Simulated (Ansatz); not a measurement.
BaF$_{2}$:
Space group Fm-3m (No. 225); a = b = c = 6.195 Å, α = β = γ = 90.00°

```json
[
 {"atom": "Ba", "site": "4a", "symmetry": "m-3m", "x": "0.0000", "y": "0.0000", "z": "0.0000"},
 {"atom": "F", "site": "8c", "symmetry": "-43m", "x": "0.2500", "y": "0.2500", "z": "0.2500"}
]
```
(The calculation used a cell of 3 atoms; values per cell refer to that cell.)

Relaxed with r²SCAN. Plane-wave PAW r²SCAN (Ansatz code) gives a gap of 7.41 eV.

What gap does HSE06 give on the same cell (Ansatz, PAW)?

8.76 eV, 1.35 eV more. The hybrid was solved on a coarser mesh and at special points; its gap is the smallest among all of these.

```tsv
k	v1 r²SCAN	c1 r²SCAN	v1 HSE06	c1 HSE06
Γ	-0.10	7.41	-0.11	8.76
X	-0.17	7.75	…	…
L	-0.18	9.92	…	…
W	-0.23	8.02	…	…
K	-0.17	8.02	…	…
```

Top valence (v1) and lowest conduction level (c1) in eV from each method's valence maximum (which need not be a listed point): supply the withheld HSE06 values.


- L, v1 HSE06: -0.17
- L, c1 HSE06: 11.31
- X, v1 HSE06: -0.21
- X, c1 HSE06: 9.23
- W, v1 HSE06: -0.26
- W, c1 HSE06: 9.51
- K, v1 HSE06: -0.19
- K, c1 HSE06: 9.50

Cost on shared cores: the r²SCAN run (SCF on a 8×8×8 mesh, then bands and DOS) about 25 core-seconds (a rough figure), the HSE06 run (SCF on 6×6×6, then a few points) roughly 5 core-minutes; the tasks are unlike.

The cell was relaxed with r²SCAN under the symmetry of its start. Spin–orbit coupling is left out wherever it is not named.

Potentials: the later of the program's two PAW sets.
